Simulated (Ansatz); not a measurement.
A distorted cell of LaTiO3 (cubic perovskite):

```xyz
10
Lattice="7.7443 0.0000 0.0000 3.8722 3.8722 0.0000 0.0000 0.0000 3.8722" Properties=species:S:1:pos:R:3 pbc="T T T"
La     0.0000     0.0000     0.0000
La     3.8722     0.0000     0.0000
Ti     9.6804     1.9361     1.9361
Ti     5.8082     1.9361     1.9361
O      7.7443     1.2761     1.9361
O      3.8722     2.5961     1.9361
O      2.5961     0.0000     1.9361
O      5.1482     0.0000     1.9361
O      9.6804     1.9361     0.0000
O      5.8082     1.9361     0.0000
```

Calculation: LDA (plane waves to 420 eV, PAW, scalar-relativistic; Ansatz, a program for electronic structure). k mesh 12×12×12 (Γ-centred), Fermi-Dirac smearing 0.05 eV. Compression counts positive. With partly filled bands, energies and forces of such displacements shift with the k mesh and the smearing. LaTiO3 is run without spin polarisation and with no Hubbard U. LaTiO3 was relaxed with its symmetry unable to fall. This is one of several known forms of LaTiO3; the measured ambient cells at hand have space group No. 62.

Problem. Predict the force on every atom, in eV/Å.

Solution. 
```
atom      Fx      Fy     Fz
----  ------  ------  -----
La1    0.000   0.000  0.000
La2    0.000   0.000  0.000
Ti3    0.000   0.000  0.000
Ti4    0.000   0.000  0.000
O5     0.000   2.059  0.000
O6     0.000  -2.059  0.000
O7    -2.059   0.000  0.000
O8     2.059   0.000  0.000
O9     0.000   0.000  0.000
O10    0.000   0.000  0.000
```

Problem. Give the stress tensor in GPa and the pressure.

Solution. 
```
   -2.3      0.0      0.0
    0.0     -2.3      0.0
    0.0      0.0     19.3
```
The pressure, a third of the trace, is 4.9 GPa.

(For displaced atoms, the force is minus the slope of the energy, and its curvature is a force constant, which sets phonon frequencies.)
